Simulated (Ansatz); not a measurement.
Starting cell, CsPbCl3 (cubic perovskite):

```yaml
crystal:
  lattice:
    - [5.67354, 0.00000, 0.00000]
    - [0.00000, 5.67354, 0.00000]
    - [0.00000, 0.00000, 5.67354]
  atoms:
    - { symbol: Cs, position: [0.00000, 0.00000, 0.00000] }
    - { symbol: Pb, position: [0.50000, 0.50000, 0.50000] }
    - { symbol: Cl, position: [0.00000, 0.50000, 0.50000] }
    - { symbol: Cl, position: [0.50000, 0.50000, 0.00000] }
    - { symbol: Cl, position: [0.50000, 0.00000, 0.50000] }
```

In this cell atom 1 (Cs, nearest neighbour Cl at 4.012 Å; its periodic images, 5.7 Å or more away, move with it) is moved by s along Cartesian x, unit vector (1.000, 0.000, 0.000); all other atoms and the cell stay fixed.

All values below come from r2SCAN (plane waves to 500 eV, PAW, scalar-relativistic; Ansatz, an electronic-structure program). k mesh 5×5×5 (Γ-centred), Fermi-Dirac smearing 0.05 eV. Energies are smeared free energies. CsPbCl3 was relaxed with its symmetry unable to fall. Spin-orbit coupling is left out, though Pb is heavy. The PAW data are Ansatz's earlier set. This is a high-temperature form of CsPbCl3. ΔE is measured from the undisplaced structure.

```csv
s (Å),ΔE (meV/cell)
-0.800,96.8
-0.640,51.4
-0.480,withheld
-0.320,9.1
-0.160,2.0
0.000,0.0
0.160,2.0
0.320,9.1
0.480,withheld
0.640,51.4
0.800,96.8
```

Fit an even polynomial form (powers 2, 4) to the given rows and predict ΔE at s = 0.480.

Least squares on the 9 given rows: ΔE = (78.84)·s² + (113.2)·s⁴, in meV/cell with s in Å; root-mean-square residual 0.10 meV/cell. At 0.480 the fit gives 24.2 meV/cell; the calculation gives 24.0 meV/cell, so the interpolation is off by 0.2 (+0.8 %). The quadratic term alone would give 18.2 meV/cell.

(A displaced cell: forces are minus the slopes of the energy, force constants its curvatures, and phonons follow from these.)
